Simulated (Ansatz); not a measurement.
Ag:
```cif
data_Ag2
_chemical_formula_sum 'Ag2'
_space_group_name_H-M_alt 'P 1'
_space_group_IT_number 1
_cell_length_a 3.91959
_cell_length_b 3.91959
_cell_length_c 3.91959
_cell_angle_alpha 96.934
_cell_angle_beta 96.934
_cell_angle_gamma 139.337
loop_
_space_group_symop_operation_xyz
  'x, y, z'
loop_
_atom_site_label
_atom_site_type_symbol
_atom_site_fract_x
_atom_site_fract_y
_atom_site_fract_z
_atom_site_occupancy
Ag1 Ag 0.00000 0.00000 0.00000 1
Ag2 Ag 0.75000 0.25000 0.50000 1
```

Relaxed with PBEsol.

Which orbitals make up the states near the Fermi level in plane-wave PAW PBEsol (Ansatz code)?

Within 0.5 eV of the Fermi level: Ag 5s 57 %, Ag 4d 15 %, outside the projected shells 28 %. Projections are on Löwdin-orthogonalised atomic valence shells; empty p or d shells of many metals are not among them.

Tabulate the density of states.

States/eV per cell of 2 atoms, in 0.25 eV bins, energy from the Fermi level.

```csv
E (eV),total,Ag 4d,Ag 5s,Ag 4p
-7.35,0.00,0.00,0.00,0.00
-7.10,0.07,0.00,0.07,0.00
-6.85,0.14,0.00,0.14,0.00
-6.60,0.21,0.01,0.19,0.00
-6.35,0.31,0.04,0.26,0.00
-6.10,0.62,0.26,0.35,0.00
-5.85,5.50,4.86,0.62,0.01
-5.60,7.88,7.13,0.72,0.01
-5.35,7.57,7.11,0.42,0.01
-5.10,7.06,6.57,0.44,0.01
-4.85,4.74,4.33,0.37,0.01
-4.60,3.99,3.78,0.17,0.01
-4.35,5.32,5.04,0.24,0.01
-4.10,4.89,4.69,0.16,0.00
-3.85,4.88,4.70,0.15,0.00
-3.60,7.73,7.48,0.22,0.00
-3.35,8.29,8.11,0.15,0.00
-3.10,5.62,5.44,0.15,0.00
-2.85,3.83,3.65,0.15,0.00
-2.60,3.18,2.95,0.20,0.00
-2.35,1.69,1.45,0.22,0.00
-2.10,0.53,0.27,0.24,0.00
-1.85,0.48,0.19,0.26,0.00
-1.60,0.47,0.16,0.28,0.00
-1.35,0.48,0.14,0.29,0.00
-1.10,0.48,0.12,0.30,0.00
-0.85,0.51,0.11,0.30,0.00
-0.60,0.52,0.10,0.31,0.00
-0.35,0.52,0.09,0.31,0.00
-0.10,0.53,0.08,0.30,0.00
0.15,0.54,0.07,0.30,0.00
0.40,0.56,0.07,0.30,0.00
0.65,0.58,0.06,0.30,0.00
0.90,0.54,0.05,0.26,0.00
1.15,0.50,0.04,0.24,0.00
1.40,0.44,0.03,0.21,0.00
1.65,0.38,0.03,0.19,0.00
1.90,0.35,0.02,0.18,0.00
2.15,0.37,0.03,0.20,0.00
2.40,0.51,0.05,0.30,0.00
2.65,0.55,0.05,0.31,0.00
2.90,0.67,0.05,0.37,0.00
3.15,0.75,0.05,0.40,0.00
3.40,0.64,0.04,0.30,0.00
3.65,0.71,0.04,0.34,0.00
3.90,0.79,0.04,0.35,0.00
4.15,0.80,0.03,0.31,0.00
4.40,0.80,0.03,0.26,0.00
4.65,0.81,0.03,0.23,0.00
```

Space group I4_1/amd (β-Sn type). The start of the workflow was typed in or built on a structure type; neither database checked (COD, Materials Project) lists it. It is not the phase usual at ambient conditions (space group No. 225). The cell was relaxed with PBEsol under the symmetry of its start; its stability against distortions is not shown here. No spin polarisation was allowed. Spin–orbit coupling is left out wherever it is not named.

Potentials: the later of the program's two PAW sets.
